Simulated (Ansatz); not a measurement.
InP: energy along a strain

InP, F-43m, a = 5.861 Å (as given, not relaxed at this level: 3.3 GPa). Ansatz: PBE, PAW, 420 eV, Γ-centred 8×8×8 mesh on 2 atoms, Gaussian smearing 0.05 eV; no spin polarisation. Cell vectors (Å): 0.000 2.930 2.930; 2.930 0.000 2.930; 2.930 2.930 0.000. The cell is strained by x per cent times the pattern (0 0 0 0 0 1) in the order xx yy zz yz xz xy (engineering shears), with fractional coordinates held. y is the free energy over the start, V0 = 25.167 Å³/atom. Symmetry makes y even in x.

```tsv
x (%)	y (meV/atom)
-2.00	?
-1.00	0.58
0.00	0.00
0.25	0.03
0.50	0.14
0.75	0.33
1.25	0.91
1.50	1.31
1.75	1.78
```

**Question.** Fit y = c2 x² + c4 x⁴ to the other rows, get the stiffness along the pattern, and predict the missing energy.

**Answer.** Least squares on the rows shown. y = 0.5819 x² − 0.0001421 x⁴. The clamped-ion stiffness p·C·p = 2 × 5.819 eV × 160.2 / 25.167 Å³ = 74 GPa, which is C66 in these axes (C44 of the cubic crystal) (second derivative at the start, which stands under stress). At x = -2.00 the fit asked for gives 2.33 meV/atom. The run gave 2.33 meV/atom, the same to the digits shown.